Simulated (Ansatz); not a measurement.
## Surface calculation: fcc Al (111), 1 layer

The slab is cut from the fcc crystal, the stable phase, as relaxed on PAW files (16.50 Å³/atom), with 16 Å of vacuum and a dipole correction:

```
CELL_PARAMETERS angstrom
2.85749 0.00000 0.00000
-1.42874 2.47465 0.00000
0.00000 0.00000 16.00000
ATOMIC_POSITIONS crystal
Al 0.00000 0.00000 0.50000
```

Computed with Ansatz 0.2.0; functional PBE, scalar-relativistic. Settings: a Γ-centred 16×16×1 k mesh, Fermi–Dirac smearing of 0.08 eV, no spin polarisation. Methods: LAPW: all electrons, basis error target 1 meV/atom; PAW: frozen-core files, cutoff 420 eV.

The bulk energy comes from a cell in the slab's orientation on a 16×16×6 mesh. The surface energy is (E(slab) − N·E(bulk))/2A at zero smearing, the mean of both faces; thin slabs carry quantum-size effects.

Q: As cut, the LAPW slab lies 0.794 eV above 1 atom of bulk. What surface energy is that?

A: Over two faces of 7.07 Å² it is 56.1 meV/Å², and times 16.02 J/m² per eV/Å² that gives γ = 0.899 J/m².

| method | γ as cut (J/m²) | Φ as cut (eV) |
| --- | --- | --- |
| LAPW | 0.899 | 4.31 |
| PAW | 0.899 | 4.31 |

Q: What changes if the vacuum is set to 7 Å?

A: LAPW then gives: no gap, work function 3.91 (top) and 3.97 (bottom) eV; PAW: no gap, work function 3.91 (top) and 3.95 (bottom) eV. The program warns that the vacuum is too thin.

Q: What changes if the images along the normal are cut off in place of the dipole correction?

A: LAPW then gives: no gap, work function 4.31 eV; PAW: no gap, work function 4.31 eV.
